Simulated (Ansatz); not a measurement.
Polymorphs of Sb₂Au, each relaxed with the program Ansatz at the r²SCAN level (PAW):

A: Pa-3
a = b = c = 6.735 Å, α = β = γ = 90.00°

```csv
atom,site,symmetry,x,y,z
Sb,8c,.3.,0.3765,0.3765,0.3765
Au,4a,.-3.,0.0000,0.0000,0.0000
```

B: fluorite or antifluorite type (Fm-3m)
a = b = c = 6.8371 Å, α = β = γ = 90.00°

| atom | site | symmetry | x | y | z |
|---|---|---|---|---|---|
| Au | 4a | m-3m | 0.0000 | 0.0000 | 0.0000 |
| Sb | 8c | -43m | 0.2500 | 0.2500 | 0.2500 |

Question: Rank these by energy per atom at 0 K (lowest first), as r²SCAN gives it.

Answer: A (+0 meV/atom), B (+221 meV/atom)

Standing as an ambient phase not checked: A; B. Unstable at this level: B. All cells were relaxed under the symmetry of their starts (and spin orders); stability against distortions was not tested throughout. Scalar-relativistic: spin–orbit coupling is off unless named, which matters more the heavier the elements.

Energies hold the estimated change up to a 700 eV cutoff; steps of a few meV lie near the error of the meshes.

Potentials: the later of the program's two PAW sets.
